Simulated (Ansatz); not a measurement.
Consider the following.

AlGa3As4:
```xyz
8
Lattice="4.0106 0.0000 0.0000 0.0000 4.0106 0.0000 0.0000 0.0000 11.3256" Properties=species:S:1:pos:R:3 pbc="T T T"
Ga     0.0000     0.0000     8.4974
As     2.0053     0.0000     9.9118
Ga     2.0053     2.0053     0.0000
As     0.0000     2.0053     1.4138
Ga     0.0000     0.0000     2.8282
As     2.0053     0.0000     4.2490
Al     2.0053     2.0053     5.6628
As     0.0000     2.0053     7.0766
```

This is the r²SCAN-relaxed structure. Tensor components refer to the Cartesian frame of this cell.

All from the program Ansatz at the r²SCAN level (PAW), unless another level is named. Estimate the hole effective mass, band 2 of 2 at the edge.

0.062 along x, 0.38 along z (mₑ).

Give the band gap.

1.29 eV (direct).

What about the electron effective mass?

0.074, 0.074, 0.082 mₑ (principal values).

Space group P-4m2. The start of the workflow was typed in or built on a structure type; neither database checked (COD, Materials Project) lists it. Its standing as an ambient phase is unchecked. Symmetry was held in the r²SCAN relaxation; whether a distortion lowers the energy is not shown. Spin–orbit coupling is left out wherever it is not named.

Potentials: the earlier of the program's two PAW sets.
